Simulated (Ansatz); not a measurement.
## Relaxation of Ti3C2

These are results of DFT PBEsol, scalar-relativistic, plane waves, PAW in Ansatz 0.2.0, not measurements. Settings: 420 eV cutoff, 12×12×4 k-mesh, Gaussian smearing of 0.10 eV, no spin polarisation.

What was changed: biaxial strain in the a-b plane, c and atoms relaxed: +4.0 %.

Command:

```bash
ansatz run input.yaml --threads 2 --pin off --max-ram 5120MiB --backend cpu --events-out ev --progress --plain --runs-dir out
```

Input:

```yaml
crystal:
  lattice:
    - [3.163773532, 0.0, 0.0]
    - [-1.581886766, 2.7399082505, 0.0]
    - [0.0, 0.0, 14.625017806]
  atoms:
    - { symbol: Ti, position: [0.3333333333, 0.6666666667, 0.845189275] }
    - { symbol: Ti, position: [0.6666666667, 0.3333333333, 0.345189275] }
    - { symbol: Ti, position: [0.6666666667, 0.3333333333, 0.154810725] }
    - { symbol: Ti, position: [0.3333333333, 0.6666666667, 0.654810725] }
    - { symbol: Ti, position: [0.0, 0.0, 0.0] }
    - { symbol: Ti, position: [0.0, 0.0, 0.5] }
    - { symbol: C, position: [0.6666666667, 0.3333333333, 0.9143909664] }
    - { symbol: C, position: [0.3333333333, 0.6666666667, 0.4143909664] }
    - { symbol: C, position: [0.6666666667, 0.3333333333, 0.5856090336] }
    - { symbol: C, position: [0.3333333333, 0.6666666667, 0.0856090336] }
basis:
  ecutwfc: 420
kpoints:
  mp_grid: { grid: [12, 12, 4] }
hamiltonian:
  xc: pbesol
scf:
  occupations: { method: gaussian, width: 0.1 }
output:
  forces: true
  stress: true
  eigenvalues: true
relax:
  adjacent_minimum: "off"
  f_tol: 0.008
  max_steps: 40
  cell: { stress_tol: 0.015, fix: [a, b, gamma] }
```

F is the free energy. Steps run on the plane waves of an earlier cell, but the last one, and at times one on the way, on a freshly chosen basis, so a repeated geometry can differ a little in energy. The held parts of the cell keep their stress, so P needn't end at zero.

Steps:

```tsv
step	F − F(1) (eV)	largest force component (eV/Å)	V (Å³/atom)	P (GPa)
1	0.0000	0.185	12.678	-9.31
2	-0.0147	0.093	12.953	-10.83
3	-0.0227	0.036	12.862	-10.30
4	-0.0230	0.009	12.851	-10.18
5	-0.0231	0.000	12.852	-10.16
6	-0.0251	0.000	12.852	-10.13
7	-0.0251	0.000	12.854	-10.15
8	-0.0251	0.000	12.854	-10.15
```

Relaxed structure:

```cif
data_structure
_symmetry_space_group_name_H-M 'P 1'
_symmetry_Int_Tables_number 1
_cell_length_a 3.1638
_cell_length_b 3.1638
_cell_length_c 14.8287
_cell_angle_alpha 90.000
_cell_angle_beta 90.000
_cell_angle_gamma 120.000
_cell_volume 128.54
loop_
_atom_site_label
_atom_site_type_symbol
_atom_site_fract_x
_atom_site_fract_y
_atom_site_fract_z
_atom_site_occupancy
Ti1 Ti 0.33333 0.66667 0.84672 1
Ti2 Ti 0.66667 0.33333 0.34672 1
Ti3 Ti 0.66667 0.33333 0.15328 1
Ti4 Ti 0.33333 0.66667 0.65328 1
Ti5 Ti 0.00000 0.00000 0.00000 1
Ti6 Ti 0.00000 0.00000 0.50000 1
C1 C 0.66667 0.33333 0.91433 1
C2 C 0.33333 0.66667 0.41433 1
C3 C 0.66667 0.33333 0.58567 1
C4 C 0.33333 0.66667 0.08567 1
```

It takes space group P6_3/mmc (No. 194, hexagonal). The conventional cell has a = 3.164 Å, b = 3.164 Å, c = 14.829 Å, α = 90.00°, β = 90.00°, γ = 120.00°. Ti (site symmetry 3m) has 3 C at 2.08 Å as nearest neighbours. Ti (site symmetry -3m) has 6 C at 2.22 Å as nearest neighbours. C (site symmetry 3m) has 6 Ti at 2.08 to 2.22 Å as nearest neighbours.

The run converged. The run took 48 s on 2 threads of Intel(R) Xeon(R) 6975P-C (Granite Rapids), with other jobs on the host, peak memory 0.7 GiB.